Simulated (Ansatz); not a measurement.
The elements of this relaxed trial crystal are hidden behind letters.

```
lattice vectors (Å)
   1.7492    1.0099    6.2552
  -1.7492    1.0099    6.2552
   0.0000   -2.0199    6.2552
fractional positions
X 0.5000 0.5000 0.5000
Z 0.0000 0.0000 0.0000
```

Method: Ansatz 0.2.0, DFT PBE, scalar-relativistic, plane waves, PAW. Cutoff 420 eV, Γ-centred 18×18×18 mesh (2-atom cell), Gaussian smearing of 0.10 eV, no spin polarisation.

```
Space group                                 : R-3m (No. 166)
Conventional cell                           : a = 3.498 Å, c = 18.766 Å
Volume per atom                             : 33.15 Å³
Density                                     : 2.80 g/cm³
Formation energy                            : +0.27 eV/atom
Gap on the 18×18×18 mesh of the 2-atom cell : 0 eV (a metal)
```

Energies are uncorrected and count from the elements' standard states at the same level.

Problem. X is an s-block element of period 3 and Z is a d-block element of period 5. Which elements are they?

Solution. X = Na, Z = Y, so the formula is NaY, here in the CuPt (L1_1) type. Density times volume gives a mean mass of 2.80 × 33.15/1.6605 = 55.9 u per atom, and this set has 55.9 u. Among the elements that the hints allow, only these give it. Around Na lie 6 Na at 3.50 Å and 6 Y at 3.72 Å; Y is surrounded by 6 Y at 3.50 Å and 6 Na at 3.72 Å.

Symmetry constrained the relaxation, so the result can be a saddle point.
